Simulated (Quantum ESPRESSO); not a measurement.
# Planted mistakes on one cell of SiAsAlO6

Calculated results; nothing here was measured. They come from pw.x of Quantum ESPRESSO 7.5, a plane-wave density functional program, with PseudoDojo standard norm-conserving files (v0.5 for PBE, v0.4.1 for LDA and PBEsol). The cells are made up: elements, strain and atom displacements were drawn at random, and nothing was relaxed. There is no spin polarisation, spin-orbit coupling or dispersion term.

The cell has 9 sites of a quartz lattice. Sites 1 to 3 hold Si As Al; sites 4 to 9 hold O O O O O O. Cell vectors in Å: (4.987, 0.000, 0.000); (-2.494, 4.319, 0.000); (0.000, 0.000, 5.474). Settings: PBE, cutoff 1143 eV, 5 x 5 x 4 k mesh shifted by half a step, Fermi-Dirac smearing of 0.025 eV.

The intended run has a self-consistency threshold of 1e-07 eV, a smearing term of 0.000 eV, a pressure of 21.87 GPa and 11 iterations. Each further run changes one thing: all lengths scaled by 0.9872; atoms of sites 1 and 3 exchanged; cutoff 685 eV; files of LDA; one electron removed; smearing 0.63 eV; threshold 0.6 eV. A coarse mesh keeps the shift, and a charged cell sits in a uniform background.

```
run,change of free energy (eV),smearing term -TS (eV),change of P (GPa),largest change of a force component (eV/Å),iterations
A,0.026,0.000,2.21,0.456,4
B,-3.112,-0.017,-12.94,2.688,14
C,4.277,0.000,-9.18,0.570,11
D,0.741,0.000,9.53,0.710,11
E,17.198,0.000,-131.34,0.529,11
F,-0.667,0.000,-0.36,5.958,12
G,-0.083,-0.409,1.06,0.292,11
```

A rerun of the intended cell at 1437 eV and k mesh 7 x 7 x 6 moved values by no more than 0.004 eV in the cell's energy, 0.02 GPa in stress and 0.002 eV/Å in force.

Question: which change belongs to which run?

## Worked reading

Run A has the fewest iterations, as a run stopped early does. Run G has the largest smearing term, as wide smearing gives. Run E has a higher energy and the largest fall in pressure, as too small a basis gives. Run D changes the volume by a factor of 0.9621; minus its pressure change over the logarithm of that factor, 247 GPa, is a rough bulk modulus with clamped atoms. Energies from files of another functional, or of a charged cell, have another zero and say nothing on stability; the pressure of a charged cell rests on the program's zero of potential too.

## Key

```
run                            change
  A                  threshold 0.6 eV
  B              one electron removed
  C                      files of LDA
  D      all lengths scaled by 0.9872
  E                     cutoff 685 eV
  F  atoms of sites 1 and 3 exchanged
  G                  smearing 0.63 eV
```